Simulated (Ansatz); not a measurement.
BN:
```xyz
2
Lattice="0.0000 1.8124 1.8124 1.8124 0.0000 1.8124 1.8124 1.8124 0.0000" Properties=species:S:1:pos:R:3 pbc="T T T"
N      2.7186     2.7186     2.7186
B      0.0000     0.0000     0.0000
```

Relaxed with PBE.

Question: Give the optical modes at the zone centre with their infrared and Raman activity from DFPT, plane-wave PAW PBE (Ansatz code).

Answer: Transverse frequencies, without the LO–TO term; a row sums one degenerate level.

| ω (cm⁻¹) | degeneracy | IR ((D/Å)²/amu) | Raman (Å⁴/amu) | activity | symmetry |
|---|---|---|---|---|---|
| 1026 | 3 | 41.57 | 23 | IR+Raman | T2 |

Question: How high does the top mode go among those that the LO–TO term moves?

Answer: 1262 cm⁻¹ for q along x.

Space group F-43m (zinc blende). The cell was relaxed with PBE under the symmetry of its start; phonons on a q-mesh show no instability.

Potentials: the later of the program's two PAW sets.
